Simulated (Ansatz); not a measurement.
The start is a generated trial cell of Te2Mo in the fluorite structure type. The cell and all atomic positions are relaxed at zero pressure with PBE (plane waves to 420 eV, PAW, scalar-relativistic; Ansatz, a first-principles code). First-step values are on the input's coarse k-mesh.

Ansatz input (later rounds restart from its end on a renewed k-mesh):
Ansatz 0.2 input:
```yaml
crystal:
  lattice:
    - [0, 3.353625, 3.353625]
    - [3.353625, 0, 3.353625]
    - [3.353625, 3.353625, 0]
  atoms:
    - { symbol: Mo, position: [0, 0, 0] }
    - { symbol: Te, position: [0.25, 0.25, 0.25] }
    - { symbol: Te, position: [0.75, 0.75, 0.75] }
basis: { ecutwfc: 420, ecutrho_ratio: 4, xc_grid: 2, fft_grid_basis: typed }
kpoints: { mp_grid: { grid: [6, 6, 6] } }
hamiltonian:
  xc: pbe
  dispersion: none
  pseudopotentials: { kind: paw }
scf: { occupations: { method: fermi_dirac, width: 0.05 } }
relax: { f_tol: 0.01, max_steps: 100, cell: { stress_tol: 0.02 } }
output: { forces: true, stress: true }
```

| Quantity | Value |
|---|---|
| Initial pressure | -2 GPa (negative: the cell is under tension) |
| Energy released | 0.01 eV/atom |
| Volume change | -2.2 %, from 25.15 to 24.59 Å³/atom |
| Optimiser moves | 5 |

It ends as:

Space group Fm-3m (No. 225); a = 6.6576 Å, b = 6.6576 Å, c = 6.6576 Å, α = 90.00°, β = 90.00°, γ = 90.00°

| atom | site | symmetry | x | y | z |
|---|---|---|---|---|---|
| Mo | 4a | m-3m | 0.0000 | 0.0000 | 0.0000 |
| Te | 8c | -43m | 0.2500 | 0.2500 | 0.2500 |
(The calculation used a cell of 3 atoms; values per cell refer to that cell.)

Final values are on a 12×12×12 k-mesh of the relaxed cell. No spin polarisation in the result. A magnetic state may lie lower.

The run could not lose the symmetry of its start, so the end can be a saddle point.

All atoms sit on sites fixed by symmetry, so only the cell could relax.

The relaxed structure here is a generated cell of Te2Mo: the first start was made by placing the elements on the sites of a structure type, and the end was not matched to a known phase here, so it may be hypothetical. Known forms of Te2Mo include space group No. 194.
